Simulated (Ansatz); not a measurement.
Relaxed-ion elastic tensor of C (graphite, space group No. 194) in GPa (Voigt order), PBE (plane waves, PAW; program Ansatz); density 1.75 g/cm³, 11.41 Å³ per atom.

```json
[
 {"": "1", "1": "813", "2": "146", "3": "-0.2", "4": "0.0", "5": "0.0", "6": "0.0"},
 {"": "2", "1": "146", "2": "813", "3": "-0.2", "4": "0.0", "5": "0.0", "6": "0.0"},
 {"": "3", "1": "-0.2", "2": "-0.2", "3": "1.7", "4": "0.0", "5": "0.0", "6": "0.0"},
 {"": "4", "1": "0.0", "2": "0.0", "3": "0.0", "4": "0.1", "5": "0.0", "6": "0.0"},
 {"": "5", "1": "0.0", "2": "0.0", "3": "0.0", "4": "0.0", "5": "0.1", "6": "0.0"},
 {"": "6", "1": "0.0", "2": "0.0", "3": "0.0", "4": "0.0", "5": "0.0", "6": "334"}
]
```

**Question.** Is the crystal mechanically stable?

**Answer.** On the edge, within the error: the smallest eigenvalue of C is 0.1 GPa.

**Question.** Work out the Voigt and Reuss bounds. Is their mean of use?

**Answer.** K_V = 213, K_R = 1.7; G_V = 166, G_R = 0.3 GPa. The bounds lie so far apart that a Hill average or a Debye temperature from it would say little.

Space group P6_3/mmc (graphite). Symmetry was held in the PBE relaxation. The volume lies over 15 % above that of the usual cell of this phase: another minimum, or an error of the functional. A crystal of weakly bound layers computed without a dispersion correction: the cell and the soft elastic constants depend strongly on that. As this level gives no gap, shear constants depend on the k-mesh and smearing (Fermi–Dirac, 0.1 eV here).

Potentials: the later of the program's two PAW sets.
